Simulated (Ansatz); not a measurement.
An elastic tensor (GPa, Voigt order, standard axes) from plane-wave PAW LDA (Ansatz code):

```
      1     2     3     4     5     6
-  ----  ----  ----  ----  ----  ----
1  89.4  39.0  39.0   0.0   0.0   0.0
2  39.0  89.4  39.0   0.0   0.0   0.0
3  39.0  39.0  89.4   0.0   0.0   0.0
4   0.0   0.0   0.0  12.4   0.0   0.0
5   0.0   0.0   0.0   0.0  12.4   0.0
6   0.0   0.0   0.0   0.0   0.0  12.4
```

### Question
Pick the material that matches.
A) LiCl, rock salt
B) AgI, rock salt
C) Ca, fcc (Cu type)
D) NaCl, rock salt

### Answer
B, AgI, rock salt

Space group Fm-3m (rock salt). This is a known high-pressure phase of the composition, computed here at zero pressure and temperature. Symmetry was held in the LDA relaxation; phonons show weakly imaginary modes. No spin polarisation was allowed. Spin–orbit coupling is left out wherever it is not named.

Potentials: the earlier of the program's two PAW sets. The files were generated under PBE; for other functionals the program regenerates the frozen cores, and for LDA and PBEsol the local potential too.
